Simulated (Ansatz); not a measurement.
## Property card for La

La:
```
La
1.0
    3.77165     0.00000     0.00000
   -1.88582     3.26634     0.00000
    0.00000     0.00000     6.09998
La
2
Direct
  0.33333   0.66667   0.25000
  0.66667   0.33333   0.75000
```

Space group P6_3/mmc (No. 194); conventional cell a = b = 3.7716 Å, c = 6.1000 Å, α = β = 90.00°, γ = 120.00°.

Method: the program Ansatz at the PBE level (PAW). The cell and atoms are relaxed at this level. Other levels are named where they apply.

### Cell and energy

```
Quantity              Value
---------------  ----------
Volume per atom    37.57 Å³
Density          6.14 g/cm³
```

### Electronic structure

```
Quantity                                                                   Result
------------------------------------  -------------------------------------------
Electronic character                                            metallic (no gap)
Density of states at the Fermi level  2.0 states/eV per atom (mean over ±0.08 eV)
Gap with spin–orbit coupling                                      none (metallic)
```

### Mechanics

```
Property                              Result
----------------------------------  --------
Bulk modulus (Birch–Murnaghan fit)  261 kbar
Pressure derivative B′                   2.4
```

The workflow started from an entry of the Crystallography Open Database (COD). Its sites differ from those of the usual phase in this space group: another stacking or structure type. Symmetry was held in the PBE relaxation; whether a distortion lowers the energy is not shown. Axis ratios of metals converge slowly with the k-mesh, so a and c are less sure than the volume. Scalar-relativistic: spin–orbit coupling is off unless named, which matters more the heavier the elements.

Potentials: the earlier of the program's two PAW sets.
